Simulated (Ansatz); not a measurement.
**ZrRh3: how the plane-wave cutoff moves the results**

Method: Ansatz, DFT PBEsol, scalar-relativistic, plane waves, PAW.

```cif
data_structure
_symmetry_space_group_name_H-M 'P 1'
_symmetry_Int_Tables_number 1
_cell_length_a 3.9576
_cell_length_b 3.9193
_cell_length_c 3.8858
_cell_angle_alpha 90.216
_cell_angle_beta 89.514
_cell_angle_gamma 89.976
_cell_volume 60.27
loop_
_atom_site_label
_atom_site_type_symbol
_atom_site_fract_x
_atom_site_fract_y
_atom_site_fract_z
_atom_site_occupancy
Zr1 Zr 0.98937 0.98605 0.99108 1
Rh1 Rh 0.99928 0.49378 0.49224 1
Rh2 Rh 0.49495 0.00046 0.48517 1
Rh3 Rh 0.50740 0.49215 0.98324 1
```

* Γ-centred k-mesh: 8×8×8
* occupation rule: Gaussian smearing, 0.1 eV
* spin treatment: unpolarised
* valence charge of the PAW sets: Zr 12, Rh 17

The atoms stay fixed while the plane-wave cutoff is varied. ΔE is the energy extrapolated to zero smearing, less that of the reference run (600 eV). The cell was strained and its atoms displaced at random, so that forces don't vanish. Pressure is positive in compression and holds a correction for the finite cutoff (Pulay stress).

(1) Tried: 200, 250, 300, 350, 420, 600 eV. From which plane-wave cutoff on does the energy per atom stay within 100, 10 and 1 meV of the reference?

## Answers

(1) 350 for 100 meV, 420 for 10 meV, none but the reference for 1 meV. The reference itself isn't shown to be converged. At 420 eV, where the energy is within 10 meV, force components already agree to within 0.001 eV/Å, where the largest force is 0.548 eV/Å.

```tsv
cutoff (eV)	ΔE (meV/atom)	P (GPa)	largest change of a force component (eV/Å)	plane waves at Γ
200	8559	5.73	0.445	389
250	1199	3.52	0.131	521
300	133	-2.97	0.019	739
350	12.7	-2.47	0.003	903
420	1.68	-2.42	0.000	1197
600	0.00	-2.43	0.000	2003
```